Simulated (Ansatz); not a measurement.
Mo₃S₄, in the lowest of the structures calculated here: R-3, hexagonal axes (No. 148), hR14; a = b = 9.1342 Å, c = 10.8508 Å, α = β = 90.00°, γ = 120.00°; Mo 18f (0.016, 0.178, 0.390); S 18f (0.016, 0.380, 0.248); S 6c (0.000, 0.000, 0.221). Computed with PBEsol (plane waves to 420 eV, PAW, scalar-relativistic; Ansatz, a first-principles code). Element references, the lowest calculated here: Mo (Im-3m), S (Fddd).

Total energies (eV/atom, σ → 0; comparable only within this code, potentials and settings):

```
phase           E (eV/atom)
--------------  -----------
Mo3S4 (R-3)       -2605.338
Mo (Im-3m)        -4897.468
S (Fddd)           -884.892
MoS2 (P6₃/mmc)    -2223.390
```

What is the formation energy of this R-3 form of Mo3S4 from the elements?

E_f = -2605.338 − [3 × (-4897.468) + 4 × (-884.892)] / 7 = -0.77 eV/atom (-5.4 eV per formula unit).

Is it stable against the other phases calculated?

No: Mo3S4 → Mo + 2 MoS2 (MoS2 P6₃/mmc, Mo Im-3m) releases 0.06 eV/atom.

This is the hull of the energies calculated here, no anion corrections; phases that were not calculated are missing from it. Values are rounded to 0.01 eV/atom. The compounds carry no spin polarisation.
